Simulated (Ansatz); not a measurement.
Given:

MgI₂:
Space group P-3m1 (No. 164); a = 4.076 Å, b = 4.076 Å, c = 6.689 Å, α = 90.00°, β = 90.00°, γ = 120.00°

| atom | site | symmetry | x | y | z |
|---|---|---|---|---|---|
| Mg | 1a | -3m. | 0.0000 | 0.0000 | 0.0000 |
| I | 2d | 3m. | 0.3333 | 0.6667 | 0.2477 |

This is the LDA-relaxed structure.

Problem. All from plane-wave PAW LDA (Ansatz code), unless another level is named. Predict the static dielectric constant ε0 (ions relaxed, cell fixed).

Solution. 8.88 (xx = yy), 5.19 (zz).

Problem. Give the electronic dielectric constant ε∞ (DFPT).

Solution. 4.75 (xx = yy), 4.32 (zz).

Problem. And the Born charges (a third of the trace)?

Solution. Mg +2.19, I -1.10 e.

The LDA relaxation kept the symmetry of its start; phonons on a q-mesh show no instability. A crystal of weakly bound layers computed without a dispersion correction: the cell and the soft elastic constants depend strongly on that. Spin–orbit coupling is left out wherever it is not named.

Potentials: the later of the program's two PAW sets.
